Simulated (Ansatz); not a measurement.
Input file for Ansatz (a quantum-chemistry and plane-wave program):

Ansatz 0.2 input:
```yaml
crystal:
  lattice:
    - [5.5406842613, 0.0, 0.0]
    - [0.0, 3.3166864916, 0.0]
    - [0.0, 0.0, 6.468264201]
  atoms:
    - { symbol: Hf, position: [0.752117506, 0.25, 0.10898055] }
    - { symbol: Hf, position: [0.247882494, 0.75, 0.89101945] }
    - { symbol: Hf, position: [0.747882494, 0.75, 0.60898055] }
    - { symbol: Hf, position: [0.252117506, 0.25, 0.39101945] }
    - { symbol: O, position: [0.9775245563, 0.75, 0.3404086424] }
    - { symbol: O, position: [0.0224754437, 0.25, 0.6595913576] }
    - { symbol: O, position: [0.5224754437, 0.25, 0.8404086424] }
    - { symbol: O, position: [0.4775245563, 0.75, 0.1595913576] }
    - { symbol: O, position: [0.8602123651, 0.75, 0.9243326722] }
    - { symbol: O, position: [0.1397876349, 0.25, 0.0756673278] }
    - { symbol: O, position: [0.6397876349, 0.25, 0.4243326722] }
    - { symbol: O, position: [0.3602123651, 0.75, 0.5756673278] }
kpoints:
  mp_grid: { grid: [5, 8, 5] }
hamiltonian:
  xc: r2scan
  pseudopotentials: { kind: paw }
scf:
  occupations: { method: fixed }
checkpoint: { read: static.run }
output: { bader: true, populations: true }
```

Output (shortened):

```
Pseudopotentials: kind: paw
Pseudopotential: Hf, paw, valence charge 26
Pseudopotential: O, paw, valence charge 6
Functional definition: r2SCAN
Crystal: 12 atoms, lattice volume = 118.865 Å³
Basis set: ecut = 500 eV, 3011 PW (Γ), exchange–correlation on 180×100×192 points (64 copies of the dense FFT grid, shifted against one another)
Bands: 92, of which v1, the nominal top of the filled ones, is band 76 counted from 1 (75 counted from 0)
Symmetry: 8 space group operations
Space group: Pnma (ITA 62), of the structure as read, at distance tolerance 4.9e-5 Å
k-points: 45 of 200
PAW frozen core: Hf, regenerated for the run's functional
PAW frozen core: O, regenerated for the run's functional
Initial density: read from a saved state, or passed on in memory by an earlier SCF of this step, an earlier step, the calling program or the single point that …
Stability of the state it starts from, as read at its close in the unpolarized treatment …
Initial wavefunctions: pseudopotential atomic-orbital guess
Eigensolver: davidson
Functional: x = r2scan, c = r2scan; τ floored in thin density (d = 2e-4 eV/Å³)
iter 1 solved again at ethr=1.67e-8 eV; its pass at ethr=3.10e-3 eV (dr2=2.53e-5 eV) is discarded
SCF iter   1: F=—  HF=-67504.347892 eV  |F-HF|=—  |Δ(HF+E_count)|=         —  Δρ=2.36e-7  dr2=2.77e-11  dr2_τ=7.23e-12  ethr=1.67e-8  ⟨swp⟩=4.0  Hψ=23613  notcnv=0  defer=629
all-band conjugate gradients solve this SCF's bands
preconditioner: auto → Resta (q_TF=auto, 2.842 Å⁻¹)
SCF iter   2: F=-67504.347891 eV  HF=-67504.347891 eV  |F-HF|=2.91e-11  |Δ(HF+E_count)|=   3.14e-7  Δρ=1.27e-7  dr2=9.29e-12  dr2_τ=8.06e-12  ethr=1.00e-12  ⟨swp⟩=10.2  Hψ=19208  notcnv=0
SCF 1 converged in 2 iterations: F = -67504.347891 eV  dr2 = 9.29e-12
SCF converged after 2 iterations
Free energy (F): -67504.347891 eV
Harris-Foulkes:  -67504.347891 eV  (|F-HF|=2.91e-11)
Internal energy: -67504.347891 eV  (E = F + TS)
E sigma→0 (E₀):  -67504.347891 eV
Fermi energy:    17.362116 eV
--- Per-component energies (eV) ---
  E_band       = 397.535157
  E_kinetic    = 3104.364403
  E_local      = -21087.620781  (includes V_loc(G=0)·N_el)
  E_nonlocal   = -4610.206857
  E_hartree    = 9751.555547
  E_xc         = -1726.248286
  E_vxc        = -2023.331018  (∫ρ·V_xc dr)
  E_paw        = -29085.226940  (= ΣΔE_a)
  E_vpaw       = 5401.345108  (= ΣTr[D̂ρ^β])
  E_aug_tail   = 0.008386  (compensation charges beyond the density's cutoff)
  E_vtau       = 109.864802  (kinetic-family band-sum trace: ∫τ·v_τ [+ j·A + Jᵃ·Aᵃ] dr)
  E_ewald      = -23852.003923
  E_core_change = 1.030560  (= ΣΔE_core)
  E_smearing   =  0.000000  (= −TS)
  E_closure    = 0.000000  (closes the sum)
  Σ components = -67504.347891   (vs F -67504.347891, Δ=0.00e0)
  [band-id]    e_kinetic+e_local+e_nonlocal+2·e_hartree+e_vxc+e_vpaw+e_augmentation_tail+e_vtau = 397.535138   (vs E_band 397.535157, Δ=-1.91e-5)
--- Band table (eV; the first three rows and the last of 45) ---
  k-point 0: bands = ["-44.9220", "-44.9013", "-44.9011", "-44.8968", "-13.3729", "-13.2117", "-13.1456", "-13.0239", "-12.9466", "-12.8750", "-12.8592", "-12.7824", "-12.7736", "-12.7632", "-12.7534", "-12.7360", "-2.5147", "-0.8653", "-0.8118", "-0.3004", "0.0126", "0.0543", "0.0885", "0.2848", "6.6842", "6.6989", "6.7086", "6.7131", "6.7131", "6.7155", "6.7176", "6.7197", "6.7250", "6.7252", "6.7256", "6.7327", "6.7339", "6.7353", "6.7399", "6.7437", "6.7460", "6.7499", "6.7560", "6.7597", "6.7646", "6.7692", "6.7713", "6.7739", "6.7790", "6.7827", "6.7981", "6.8013", "12.0930", "12.1308", "12.5416", "12.7778", "12.8487", "13.3091", "13.3383", "13.3444", "13.6927", "13.8928", "13.8946", "14.1340", "14.7195", "14.8586", "14.9291", "15.3661", "15.4970", "15.7482", "16.0778", "16.5070", "16.5370", "17.0561", "17.3142", "17.3621", "21.3372", "22.3351", "22.3974", "22.9302", "23.5955", "23.7428", "23.8247", "24.5184", "24.6339", "24.8065", "24.8438", "25.0867", "25.1241", "25.6032", "25.8997", "25.9044"]
  k-point 1: bands = ["-44.9206", "-44.9059", "-44.8981", "-44.8967", "-13.3486", "-13.1797", "-13.1155", "-13.0929", "-12.9145", "-12.8831", "-12.8530", "-12.8134", "-12.7924", "-12.7612", "-12.7517", "-12.7452", "-2.3852", "-1.0593", "-0.8008", "-0.3213", "0.0693", "0.0794", "0.0949", "0.2725", "6.6848", "6.7031", "6.7047", "6.7138", "6.7166", "6.7181", "6.7209", "6.7236", "6.7244", "6.7245", "6.7307", "6.7312", "6.7328", "6.7349", "6.7397", "6.7425", "6.7470", "6.7510", "6.7511", "6.7576", "6.7646", "6.7682", "6.7685", "6.7713", "6.7757", "6.7789", "6.8026", "6.8090", "11.9581", "12.0591", "12.5232", "12.5516", "12.9369", "13.0879", "13.4423", "13.6733", "13.7865", "13.7979", "14.2306", "14.3556", "14.5907", "14.8226", "14.9049", "15.2406", "15.4802", "15.9309", "16.0747", "16.4049", "16.6955", "17.0522", "17.0789", "17.2311", "21.5564", "22.3871", "22.4245", "22.9962", "23.4336", "23.6010", "23.6659", "24.0922", "24.8055", "24.8505", "25.0720", "25.1812", "25.2175", "25.6019", "25.7015", "26.2399"]
  k-point 2: bands = ["-44.9168", "-44.9114", "-44.8967", "-44.8964", "-13.2830", "-13.1920", "-13.0969", "-13.0303", "-12.9950", "-12.9143", "-12.8361", "-12.8206", "-12.8136", "-12.7731", "-12.7564", "-12.7523", "-2.0308", "-1.5432", "-0.6385", "-0.4523", "0.1069", "0.1075", "0.1674", "0.2347", "6.6885", "6.6951", "6.7148", "6.7155", "6.7192", "6.7203", "6.7255", "6.7271", "6.7274", "6.7286", "6.7286", "6.7315", "6.7316", "6.7364", "6.7390", "6.7413", "6.7456", "6.7516", "6.7543", "6.7560", "6.7604", "6.7650", "6.7671", "6.7681", "6.7690", "6.7715", "6.8113", "6.8150", "11.8384", "11.8965", "12.3358", "12.3851", "13.1807", "13.2827", "13.5073", "13.5324", "13.7130", "14.1104", "14.2407", "14.5038", "14.5367", "14.8882", "15.3085", "15.3195", "15.5078", "15.7665", "16.1008", "16.3754", "16.5763", "16.9101", "16.9813", "17.0252", "22.0513", "22.3286", "22.7005", "23.1608", "23.1931", "23.2687", "23.4158", "23.4557", "24.9047", "24.9439", "24.9724", "25.2070", "25.7116", "25.7711", "25.9373", "26.5147"]
  k-point 44: bands = ["-44.8944", "-44.8944", "-44.8906", "-44.8906", "-13.3331", "-13.3331", "-13.2872", "-13.2872", "-12.9517", "-12.9517", "-12.9386", "-12.9386", "-12.8484", "-12.8484", "-12.8160", "-12.8160", "-0.7811", "-0.7811", "-0.7019", "-0.7019", "-0.0658", "-0.0658", "-0.0562", "-0.0562", "6.7061", "6.7061", "6.7072", "6.7072", "6.7264", "6.7264", "6.7276", "6.7276", "6.7323", "6.7323", "6.7375", "6.7375", "6.7424", "6.7424", "6.7456", "6.7456", "6.7528", "6.7528", "6.7541", "6.7541", "6.7646", "6.7646", "6.7723", "6.7723", "6.7775", "6.7775", "6.7809", "6.7809", "11.7500", "11.7500", "11.9314", "11.9314", "12.7427", "12.7427", "12.8803", "12.8803", "13.8964", "13.8964", "14.4025", "14.4025", "15.5871", "15.5871", "15.7264", "15.7264", "16.0088", "16.0088", "16.1119", "16.1119", "16.5827", "16.5827", "16.6641", "16.6641", "23.5839", "23.5839", "24.0503", "24.0503", "24.2243", "24.2243", "24.4461", "24.4461", "25.2537", "25.2537", "25.5421", "25.5421", "25.8438", "25.8438", "25.9328", "25.9328"]
  band table: 92 of 92 bands, residual norms ≤ 1.0e-3 eV
--- Löwdin populations: 12 sites ---
  site symbol       q [e]
     0     Hf     24.5194
     1     Hf     24.5194
     2     Hf     24.5194
     3     Hf     24.5194
     4      O      6.7313
     5      O      6.7313
     6      O      6.7313
     7      O      6.7313
     8      O      6.6494
     9      O      6.6494
    10      O      6.6494
    11      O      6.6494
  spilling = 0.002630 (of n_electrons = 152.000000)
--- Bader charges: 12 sites ---
  site symbol  charge [e]  shift [e]
     0     Hf      2.7104     0.0048
     1     Hf      2.7104     0.0048
     2     Hf      2.7104     0.0048
     3     Hf      2.7104     0.0048
     4      O     -1.3722     0.0014
     5      O     -1.3723     0.0014
     6      O     -1.3723     0.0014
     7      O     -1.3723     0.0014
     8      O     -1.3382     0.0034
     9      O     -1.3382     0.0034
    10      O     -1.3382     0.0034
    11      O     -1.3382     0.0034
  shift: an alarm, by how much a part of what the PAW files miss would move the charge. Where it is large, compare
  with a run on PAW files of another source; a small one proves nothing
  estimated error of the sums over rays = 3.1e-4 e
```

Cost: around 2.3 core-minutes (rough) on shared cores.

The first step of the workflow began from a Materials Project structure, measured or hypothetical; the Crystallography Open Database copy checked does not list it. It is not the phase usual at ambient conditions (space group No. 14, 29). Symmetry was held in the r²SCAN relaxation; of distortions, only those at the zone centre were tested. No spin polarisation was allowed. Scalar-relativistic: spin–orbit coupling is off unless named, which matters more the heavier the elements.

Potentials: the later of the program's two PAW sets.

Ansatz is a plane-wave DFT program.
